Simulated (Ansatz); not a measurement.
**Al: do energies and stresses tell the same story?**

Level of theory: Ansatz 0.2.0, DFT PBEsol+D3(BJ), scalar-relativistic, plane waves, PAW.

Cutoff 420 eV; k points 18×18×6 on the computed 4-atom cell (Γ-centred); Gaussian smearing, width 0.10 eV; no spin polarisation.

Relaxed cell: P6_3/mmc, a = 2.801 Å, b = 2.801 Å, c = 9.193 Å, α = 90.00°, β = 90.00°, γ = 120.00°, 4 atoms in the primitive cell. This form isn't the element's structure at ambient conditions.

Energies at zero smearing and pressures from the stress tensor, at volumes with shape and atoms relaxed:
```
V (Å³/atom) E − E(first) (meV/atom) P (GPa)
     13.742                     0.00    15.08
     14.211                   -36.90    10.34
     14.679                   -61.05     6.32
     15.148                   -74.39     2.90
     15.616                   -78.50    -0.02
     16.085                   -74.75    -2.51
     16.553                   -64.24    -4.64
     17.178                   -41.39    -6.98
```

Q: Check P = −dE/dV between neighbouring volumes, and get the bulk modulus from the pressures alone.

A: With 1 eV/Å³ = 160.2 GPa:
```
middle V (Å³/atom)  −ΔE/ΔV (GPa) mean P (GPa)
            13.977        12.620        12.707
            14.445         8.260         8.327
            14.914         4.560         4.606
            15.382         1.407         1.438
            15.851        -1.284        -1.265
            16.319        -3.593        -3.573
            16.866        -5.862        -5.807
```

The two differ by 0.09 GPa at most. The mean of two end pressures misses the average over a step by about ΔV² P″/12, up to 0.06 GPa here; with that taken off 0.02 GPa remains. Around V = 15.616 Å³/atom, the two neighbours give B = −V ΔP/ΔV = 15.616 × 5.40 / 0.937 = 90.1 GPa, against B0 = 89.7 GPa from the Birch–Murnaghan fit of the energies.